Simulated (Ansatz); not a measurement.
Relaxation of a relaxed TiAl3 cell displaced along its unstable phonon at q = Γ (177i cm⁻¹), largest move 0.15 Å; 8 atoms in the cell, which starts as P321 (No. 150), hP8; a = 7.483 Å, b = 7.483 Å, c = 2.860 Å, α = 90.00°, β = 90.00°, γ = 120.00°. The numbers are results of PBEsol (plane waves to 420 eV, PAW, scalar-relativistic; Ansatz, an electronic-structure program), not measurements. Γ-centred k-mesh 5×5×11 on the run's cell (coarser than for final values), Fermi–Dirac smearing 0.05 eV. This is the first round of the run. 

The optimiser's lines from the output (shortened; P is positive under compression):

```
relax step   1: F+E_penalty+E_count = -8094.44687972 eV  Δ(F+E_penalty+E_count) = +0.000e0 eV  max|allowed force component| = 6.311e-1 eV/Å  Δτ_max = 0.0000 Å  P = -0.177 GPa  Ω = 138.664 Å³  (7 SCF iters, dr2 threshold 1.00e-7 eV, accepted)
relax step   2: F+E_penalty+E_count = -8094.83942329 eV  Δ(F+E_penalty+E_count) = -3.925e-1 eV  max|allowed force component| = 7.286e-1 eV/Å  Δτ_max = 0.1958 Å  P = -0.256 GPa  Ω = 137.795 Å³  (6 SCF iters, dr2 threshold 8.00e-7 eV, accepted)
relax step   3: F+E_penalty+E_count = -8095.27694730 eV  Δ(F+E_penalty+E_count) = -4.375e-1 eV  max|allowed force component| = 5.111e-1 eV/Å  Δτ_max = 0.1939 Å  P = -0.349 GPa  Ω = 137.004 Å³  (6 SCF iters, dr2 threshold 8.00e-7 eV, accepted)
relax step   4: F+E_penalty+E_count = -8095.68019779 eV  Δ(F+E_penalty+E_count) = -4.033e-1 eV  max|allowed force component| = 2.843e-1 eV/Å  Δτ_max = 0.1948 Å  P = -0.026 GPa  Ω = 135.096 Å³  (6 SCF iters, dr2 threshold 8.00e-7 eV, accepted)
relax step   5: F+E_penalty+E_count = -8095.76268768 eV  Δ(F+E_penalty+E_count) = -8.249e-2 eV  max|allowed force component| = 9.186e-2 eV/Å  Δτ_max = 0.1233 Å  P = -0.081 GPa  Ω = 134.323 Å³  (6 SCF iters, dr2 threshold 8.00e-7 eV, accepted)
relax step   6: F+E_penalty+E_count = -8095.76950198 eV  Δ(F+E_penalty+E_count) = -6.814e-3 eV  max|allowed force component| = 5.535e-2 eV/Å  Δτ_max = 0.0599 Å  P = +0.567 GPa  Ω = 133.264 Å³  (6 SCF iters, dr2 threshold 5.27e-7 eV, accepted)
relax step   7: F+E_penalty+E_count = -8095.77256336 eV  Δ(F+E_penalty+E_count) = -3.061e-3 eV  max|allowed force component| = 1.071e-2 eV/Å  Δτ_max = 0.0164 Å  P = -0.160 GPa  Ω = 134.307 Å³  (6 SCF iters, dr2 threshold 8.00e-7 eV, accepted)
relax step   8: F+E_penalty+E_count = -8095.77279305 eV  Δ(F+E_penalty+E_count) = -2.297e-4 eV  max|allowed force component| = 7.066e-4 eV/Å  Δτ_max = 0.0029 Å  P = -0.005 GPa  Ω = 134.087 Å³  (6 SCF iters, dr2 threshold 8.88e-8 eV, accepted)
relax step   9: F+E_penalty+E_count = -8095.77279656 eV  Δ(F+E_penalty+E_count) = -3.516e-6 eV  max|allowed force component| = 5.358e-5 eV/Å  Δτ_max = 0.0002 Å  P = -0.001 GPa  Ω = 134.081 Å³  (6 SCF iters, dr2 threshold 1.02e-9 eV, accepted)
relax step  10: F+E_penalty+E_count = -8095.77279806 eV  Δ(F+E_penalty+E_count) = -1.495e-6 eV  max|allowed force component| = 5.364e-5 eV/Å  Δτ_max = 0.0000 Å  P = -0.005 GPa  Ω = 134.081 Å³  stress off target by 2.68e-2 GPa  SCF on the basis re-selected at this cell (its energy is not comparable with the rows above)  (9 SCF iters)
relax step  11: F+E_penalty+E_count = -8095.77280595 eV  Δ(F+E_penalty+E_count) = -7.889e-6 eV  max|allowed force component| = 4.068e-5 eV/Å  Δτ_max = 0.0002 Å  P = +0.001 GPa  Ω = 134.075 Å³  (6 SCF iters, dr2 threshold 1.79e-9 eV, accepted)
relax step  12: F+E_penalty+E_count = -8095.77280689 eV  Δ(F+E_penalty+E_count) = -9.434e-7 eV  max|allowed force component| = 4.067e-5 eV/Å  Δτ_max = 0.0000 Å  P = +0.001 GPa  Ω = 134.075 Å³  stress off target by 2.49e-3 GPa  SCF on the basis re-selected at this cell (its energy is not comparable with the rows above)  (6 SCF iters)
```

From the first to the last row the energy changes by -0.17 eV/atom and the volume by -3.3 %. The last row is marked as not comparable with the walk above it, whose basis was carried along; it does compare with step 1, since both stand on a basis selected at the nominal cutoff for their own cell.

Later rounds, restarted from the end of this one on a renewed k-mesh, logged 4 more steps and released under 0.01 eV/atom more. The final structure after all rounds: P-62m (No. 189), hP8; a = b = 7.2190 Å, c = 2.9692 Å, α = β = 90.00°, γ = 120.00°. Between re-selections the logged energies stand on a plane-wave basis carried along with the cell. No spin polarisation in the result.

The run could not lose the symmetry of its start: the end is stationary, and may be a saddle point rather than a minimum.

The relaxed structure here is a generated cell of TiAl3: the first start was made by placing the elements on the sites of a structure type, and the end was not matched to a known phase here, so it may be hypothetical. Known forms of TiAl3 include space group No. 139.
